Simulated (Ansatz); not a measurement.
MnSe: do energies and stresses tell the same story?

All numbers below come from DFT r2SCAN, scalar-relativistic, plane waves, PAW (Ansatz 0.2.0).

Settings: cutoff 500 eV, Γ-centred mesh 14×14×14 on the computed 2-atom cell, Gaussian smearing of 0.10 eV; collinear spin from starting moments 4.98 0.16 μB.

Relaxed cell: Fm-3m, a = 5.470 Å, b = 5.470 Å, c = 5.470 Å, α = 90.00°, β = 90.00°, γ = 90.00°, 2 atoms in the primitive cell.

Energies at zero smearing and pressures from the stress tensor, at volumes with shape and atoms relaxed:
| V (Å³/atom) | E − E(first) (meV/atom) | P (GPa) |
| --- | --- | --- |
| 19.227 | 0.00 | 4.58 |
| 19.841 | -13.08 | 2.22 |
| 20.454 | -17.53 | 0.00 |
| 21.068 | -13.68 | -2.03 |
| 21.682 | -2.43 | -3.81 |

Question: Check P = −dE/dV between neighbouring volumes, and get the bulk modulus from the pressures alone.

Answer: With 1 eV/Å³ = 160.2 GPa:
```csv
middle V (Å³/atom),−ΔE/ΔV (GPa),mean P (GPa)
19.534,3.415,3.401
20.148,1.162,1.110
20.761,-1.006,-1.015
21.375,-2.936,-2.920
```

The two differ by 0.05 GPa at most. The mean of two end pressures misses the average over a step by about ΔV² P″/12, up to 0.03 GPa here; with that taken off 0.07 GPa remains. The stress is the derivative of the free energy, not of the energy at zero smearing, and with free energies 0.01 GPa remains. Around V = 20.454 Å³/atom, the two neighbours give B = −V ΔP/ΔV = 20.454 × 4.25 / 1.227 = 70.8 GPa, against B0 = 70.7 GPa from the Birch–Murnaghan fit of the energies.

The state reached may not be the lowest one. The cell holds one magnetic atom, so it can only be ferromagnetic; an antiferromagnetic order may lie lower.

Only this magnetic start was tried.